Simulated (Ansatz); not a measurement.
Rh (fcc (Cu type), Fm-3m) at seven volumes, r²SCAN+D4 in the plane-wave PAW code Ansatz, scaled uniformly. One row is withheld.

| V (Å³/atom) | P (GPa) |
|---|---|
| 12.368 | ? |
| 12.775 | 21.17 |
| 13.183 | 9.62 |
| 13.591 | 0.00 |
| 13.999 | -8.00 |
| 14.406 | -14.64 |
| 14.814 | -20.13 |

Problem. Fit the shown pressures and predict the withheld one.

Solution. P = (3/2)B₀(x^(7/2) − x^(5/2))[1 + (3/4)(B′ − 4)(x − 1)] with x = (V₀/V)^(2/3). Least squares on the six rows gives V₀ = 13.591 Å³/atom, B₀ = 292 GPa, B′ = 5.15. At V = 12.368, x = 1.0649 and P = 35.12 GPa. The run itself gave 35.04 GPa.

The r²SCAN+D4 relaxation kept the symmetry of its start. The run is not spin-polarised. The pairwise dispersion correction was not fitted to metals.

Potentials: the later of the program's two PAW sets.
